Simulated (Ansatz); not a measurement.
## Exchange couplings of Co (P-3m1)

The geometry is a structure from the Materials Project, held fixed and not relaxed.

Functional, mesh and filling: LDA, 12×12×12 k mesh, Fermi–Dirac smearing of 0.08 eV. AE-PAW is all-electron PAW in Ansatz 0.2.0 on datasets made for the crystal. Site moments are integrated in spheres about the atoms.

The run was typed so:

```yaml
crystal:
  lattice:
    - [2.4873648738, 0.0, 0.0]
    - [-1.2436824369, 2.1541211692, 0.0]
    - [0.0, 0.0, 4.0632895034]
  atoms:
    - { symbol: Co, position: [0.6666666667, 0.3333333333, 0.259861], spin: 1.6 }
    - { symbol: Co, position: [0.3333333333, 0.6666666667, 0.740139], spin: 1.6 }
magnetization:
  spin_polarized: true
kpoints:
  mp_grid: { grid: [12, 12, 12] }
  band_path:
    path:
      - [0.0, 0.0, 0.0]
      - [0.5, 0.0, 0.0]
      - [0.3333333333, 0.3333333333, 0.0]
      - [0.0, 0.0, 0.0]
      - [0.0, 0.0, 0.5]
      - [0.5, 0.0, 0.5]
      - [0.3333333333, 0.3333333333, 0.5]
      - [0.0, 0.0, 0.5]
      - [0.5, 0.0, 0.5]
    npoints: 8
scf:
  occupations: { method: fermi_dirac, width: 0.08 }
  lower_state_search: "off"
hamiltonian:
  xc: lda
  pseudopotentials: { kind: all_electron, datasets: crystal }
output:
  eigenvalues: false
  eigenstates:
    nscf_kmesh: { grid: [12, 12, 12] }
    top_band: c20
    exchange_couplings: { magnetic: [{ species: Co }] }
```

Command: `ansatz run input.yaml --threads 2 --pin off --max-ram 5120MiB --backend cpu --events-out ev --progress --plain --runs-dir out`

Site moments (μB): Co1 1.64, Co2 1.64. Cell moment 3.17 μB.

Couplings come from the force theorem (directions of the magnetic atoms constrained, all else relaxed) on a 12×12×12 mesh, with E = −Σ J e_i·e_j over ordered pairs of unit vectors, so positive J favours parallel moments.

```tsv
pair	count	J AE-PAW (meV)	J, frozen-core files (meV)
Co1–Co at 2.42 Å	3	+25.02	+24.64
Co1–Co at 2.49 Å	6	+17.56	+17.30
Co1–Co at 2.55 Å	3	+13.52	+13.33
Co1–Co at 3.47 Å	3	+2.33	+2.30
Co1–Co at 3.56 Å	3	+0.71	+0.70
Co1–Co at 4.06 Å	2	+4.12	+4.06
Co1–Co at 4.27 Å	6	+0.98	+0.96
Co1–Co at 4.31 Å	6	+1.45	+1.42
Co1–Co at 4.35 Å	6	+1.13	+1.11
Co1–Co at 4.76 Å	12	-1.14	-1.13
Co1–Co at 4.97 Å	6	-2.55	-2.51
Co1–Co at 5.53 Å	6	+0.24	+0.24
```

Problem. What ordering temperature follows for classical moments?

Solution. 1760 K in mean field, and 1270 K by Tyablikov's decoupling, from all shells, not only those listed. Mean field overestimates it as a rule, and the couplings show only that this order is stable against small turns, not that no other order lies lower.

The couplings come from one mesh, and their convergence in k wasn't tested.

The Ansatz runs typed with the search for lower states off end where their start leads. The program couldn't verify every level among the many empty bands that the force theorem sums over. The magnetic state is the one that this cell and start allow. It needn't be the compound's measured order, which may need a larger cell or be absent.
